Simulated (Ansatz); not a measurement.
# Equation of state of calcium, beta-Sn type

All numbers below come from DFT, PBEsol, plane waves (420 eV) with PAW, scalar-relativistic in Ansatz 0.2.0. The PAW files were generated under PBE, with cores re-solved for the functional.

The cell is scaled uniformly from the relaxed one, with fractional coordinates and shape fixed. Energies are extrapolated to zero smearing, pressures are those at the given smearing. Because the bonds are stretched with the cell, B₀ of this curve lies above the true bulk modulus of such a structure. Magnetic state: spin not included.

```
V (Å³/atom)  E − E₀ (meV/atom)  P (GPa)
     36.194               28.2     2.10
     37.839               11.6     1.28
     39.485                2.5     0.59
     41.130                0.0    -0.01
     42.775                3.0    -0.51
     44.420               10.7    -0.94
     46.065               22.5    -1.30
```

Question: Fit a third-order Birch-Murnaghan equation.

Answer: V₀ = 41.02 Å³/atom, B₀ = 13.6 GPa, B₀′ = 3.0.
